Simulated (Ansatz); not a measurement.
**Band structure of Sn**

```
Sn
1.0
    -2.91585    2.91585    1.59065
     2.91585   -2.91585    1.59065
     2.91585    2.91585   -1.59065
Sn
2
Direct
  0.00000 0.00000 0.00000
  0.75000 0.25000 0.50000
```

Atoms are numbered in the order listed.

The cell is COD entry 1534488, as deposited and not checked against the literature; nothing was relaxed.

Spin–orbit coupling is left out, though it moves levels of the heavy atoms by tenths of an eV or more.

Method: DFT, LDA, all-electron LAPW, scalar-relativistic (Ansatz 0.2.0).

Numerical set-up: a Γ-centred 15×15×15 k mesh, Fermi–Dirac smearing of 0.05 eV, basis error target 0.5 meV/atom, no spin polarisation.

Points in fractions of the reciprocal vectors of this cell: Γ (0, 0, 0), X (0, 0, 0.5), M (-0.5, 0.5, 0.5), Z (0.324, 0.324, -0.324), Z0 (-0.324, 0.676, 0.324), P (0.25, 0.25, 0.25). The path joins them by straight lines in the order Γ–X–M–Γ–Z–Z0–M–X–P; legs that retrace an earlier one aren't tabulated. Energies are in eV from the Fermi level.

Question: List the levels at M between -5 and 2.5 eV.

Answer: -4.77 (×2).

Question: List the levels at Z0 between -5 and 2.5 eV.

Answer: -3.01, -2.90 (×2).

Question: List the levels at X between -5 and 2.5 eV.

Answer: 0.62 (×2), 1.58 (×2).

Question: What is the band gap?

Answer: none: bands cross the Fermi level, a metal.
